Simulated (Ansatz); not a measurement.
## Computed properties of ScMo3C

ScMo₃C:
Space group Pm-3m (No. 221); a = 4.2266 Å, b = 4.2266 Å, c = 4.2266 Å, α = 90.00°, β = 90.00°, γ = 90.00°

| atom | site | symmetry | x | y | z |
|---|---|---|---|---|---|
| Sc | 1a | m-3m | 0.0000 | 0.0000 | 0.0000 |
| Mo | 3c | 4/mm.m | 0.0000 | 0.5000 | 0.5000 |
| C | 1b | m-3m | 0.5000 | 0.5000 | 0.5000 |

Space group Pm-3m (No. 221), anti-perovskite; conventional cell a = b = c = 4.227 Å, α = β = γ = 90.00°.

Method: PBE (plane waves, PAW; program Ansatz). Structure relaxed to zero pressure with the same functional. Other levels are named where they apply.

Cell and energy:

Volume per atom: 15.10 Å³
Density: 7.58 g/cm³
Formation energy from the elements (no fitted shifts): 0.041 eV/atom

Electronic structure:

Electronic character: metallic (no gap)
Density of states at the Fermi level: 0.79 states/eV per atom (mean over ±0.08 eV)
Gap with spin–orbit coupling: none (metallic)

Mechanics:

* **Bulk modulus (Birch–Murnaghan fit)**: 212 GPa
* **Pressure derivative B′**: 4.2

The start of the workflow was typed in or built on a structure type; neither database checked (COD, Materials Project) lists it. Its standing as an ambient phase is unchecked. The PBE relaxation kept the symmetry of its start; its stability against distortions is not shown here. No spin polarisation was allowed. The references are the lowest solids computed at this level, not always the standard phases. Scalar-relativistic: spin–orbit coupling is off unless named, which matters more the heavier the elements.

Potentials: the later of the program's two PAW sets.
